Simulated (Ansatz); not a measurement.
Space group P6_3/mmc (No. 194). a = 3.104 Å, b = 3.104 Å, c = 13.957 Å, α = 90.00°, β = 90.00°, γ = 120.00°
| atom | site | symmetry | x | y | z |
| --- | --- | --- | --- | --- | --- |
| Al | 2d | -6m2 | 0.3333 | 0.6667 | 0.7500 |
| Nb | 4f | 3m. | 0.3333 | 0.6667 | 0.0894 |
| C | 2a | -3m. | 0.0000 | 0.0000 | 0.0000 |

Equation of state of this Nb2AlC structure (not necessarily the ground state), with shape and atoms relaxed at each volume where symmetry leaves them free. It has no gap at any of these volumes. All numbers below come from DFT r2SCAN, scalar-relativistic, plane waves, PAW in Ansatz.

Cutoff 500 eV; k points 12×12×4 on the computed 8-atom cell (Γ-centred); Gaussian smearing, width 0.10 eV; no spin polarisation.

```
V (Å³/atom) E − E(largest V) (meV/atom) P (GPa)
     12.807                        81.77    31.43
     13.243                         9.77    21.64
     13.680                       -37.45    13.25
     14.117                       -63.51     6.10
     14.553                       -71.53    -0.01
     14.990                       -64.18    -5.18
     15.426                       -43.84    -9.54
     16.009                         0.00   -14.30
```

Task: Fit a third-order Birch–Murnaghan equation to E(V).

Result: V0 = 14.55 Å³/atom, B0 = 187 GPa, B0' = 4.4.

Cost: 8 runs of about 29 core-minutes in all, on Oxide Virtual Turin-like Processor (Zen 5) (shared hosts).